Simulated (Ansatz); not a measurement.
LuH2:
```cif
data_H8Lu4
_chemical_formula_sum 'Lu4 H8'
_space_group_name_H-M_alt 'Fm-3m'
_space_group_IT_number 225
_space_group_name_Hall '-F 4 2 3'
_cell_length_a 4.95809
_cell_length_b 4.95809
_cell_length_c 4.95809
_cell_angle_alpha 90.000
_cell_angle_beta 90.000
_cell_angle_gamma 90.000
loop_
_atom_site_label
_atom_site_type_symbol
_atom_site_symmetry_multiplicity
_atom_site_Wyckoff_symbol
_atom_site_fract_x
_atom_site_fract_y
_atom_site_fract_z
_atom_site_occupancy
Lu1 Lu 4 a 0.00000 0.00000 0.00000 1
H1 H 8 c 0.25000 0.25000 0.25000 1
```
(The calculation used a cell of 3 atoms; values per cell refer to that cell.)

Relaxed with PBEsol.

Task: Which orbitals make up the states near the Fermi level in DFT-PBEsol in the program Ansatz with PAW potentials?

Result: Within 0.5 eV of the Fermi level: Lu 5d 93 %. Projections are on Löwdin-orthogonalised atomic valence shells; empty p or d shells of many metals are not among them.

Task: Tabulate the density of states.

Result: States/eV per cell of 3 atoms, in 0.25 eV bins, energy from the Fermi level.

| E (eV) | total | Lu 4f | Lu 5d | H 1s |
|---|---|---|---|---|
| -7.85 | 0.23 | 0.00 | 0.02 | 0.11 |
| -7.60 | 0.27 | 0.00 | 0.04 | 0.14 |
| -7.35 | 0.32 | 0.00 | 0.05 | 0.16 |
| -7.10 | 0.39 | 0.00 | 0.08 | 0.19 |
| -6.85 | 0.52 | 0.01 | 0.14 | 0.25 |
| -6.60 | 0.72 | 0.01 | 0.24 | 0.33 |
| -6.35 | 0.72 | 0.02 | 0.25 | 0.33 |
| -6.10 | 0.73 | 0.03 | 0.25 | 0.34 |
| -5.85 | 0.76 | 0.05 | 0.26 | 0.35 |
| -5.60 | 0.87 | 0.11 | 0.29 | 0.39 |
| -5.35 | 1.78 | 0.33 | 0.69 | 0.69 |
| -5.10 | 7.95 | 5.16 | 0.97 | 1.71 |
| -4.85 | 16.17 | 16.13 | 0.01 | 0.00 |
| -4.60 | 31.74 | 31.21 | 0.26 | 0.22 |
| -4.35 | 1.84 | 0.98 | 0.36 | 0.45 |
| -4.10 | 2.90 | 1.10 | 0.65 | 1.05 |
| -3.85 | 1.61 | 0.46 | 0.35 | 0.74 |
| -3.60 | 0.58 | 0.14 | 0.19 | 0.23 |
| -3.35 | 0.34 | 0.07 | 0.13 | 0.14 |
| -3.10 | 0.23 | 0.04 | 0.09 | 0.10 |
| -2.85 | 0.17 | 0.03 | 0.07 | 0.07 |
| -2.60 | 0.12 | 0.02 | 0.05 | 0.06 |
| -2.35 | 0.12 | 0.01 | 0.06 | 0.04 |
| -2.10 | 0.18 | 0.01 | 0.12 | 0.04 |
| -1.85 | 0.23 | 0.01 | 0.18 | 0.03 |
| -1.60 | 0.30 | 0.00 | 0.25 | 0.03 |
| -1.35 | 0.40 | 0.00 | 0.35 | 0.03 |
| -1.10 | 0.60 | 0.00 | 0.54 | 0.03 |
| -0.85 | 0.65 | 0.00 | 0.60 | 0.03 |
| -0.60 | 0.64 | 0.00 | 0.59 | 0.02 |
| -0.35 | 0.62 | 0.00 | 0.57 | 0.02 |
| -0.10 | 0.59 | 0.00 | 0.55 | 0.01 |
| 0.15 | 0.56 | 0.00 | 0.52 | 0.01 |
| 0.40 | 0.53 | 0.00 | 0.50 | 0.01 |
| 0.65 | 0.51 | 0.00 | 0.47 | 0.01 |
| 0.90 | 0.48 | 0.00 | 0.45 | 0.01 |
| 1.15 | 0.47 | 0.00 | 0.44 | 0.01 |
| 1.40 | 0.50 | 0.00 | 0.48 | 0.00 |
| 1.65 | 1.17 | 0.00 | 1.14 | 0.00 |
| 1.90 | 1.19 | 0.00 | 1.16 | 0.00 |
| 2.15 | 1.14 | 0.00 | 1.06 | 0.01 |
| 2.40 | 1.41 | 0.00 | 1.24 | 0.02 |
| 2.65 | 1.58 | 0.00 | 1.38 | 0.04 |
| 2.90 | 1.11 | 0.00 | 0.95 | 0.04 |
| 3.15 | 0.98 | 0.00 | 0.84 | 0.03 |
| 3.40 | 0.92 | 0.00 | 0.79 | 0.03 |
| 3.65 | 0.84 | 0.00 | 0.73 | 0.03 |
| 3.90 | 0.83 | 0.00 | 0.71 | 0.04 |
| 4.15 | 0.83 | 0.00 | 0.70 | 0.04 |
| 4.40 | 1.25 | 0.00 | 0.96 | 0.06 |
| 4.65 | 1.96 | 0.00 | 1.26 | 0.10 |
| 4.90 | 1.40 | 0.00 | 0.98 | 0.07 |

The workflow started from an entry of the Crystallography Open Database (COD). Its standing as an ambient phase is unchecked. Symmetry was held in the PBEsol relaxation; of distortions, only those at the zone centre were tested. Scalar-relativistic: spin–orbit coupling is off unless named, which matters more the heavier the elements.

Potentials: the later of the program's two PAW sets.
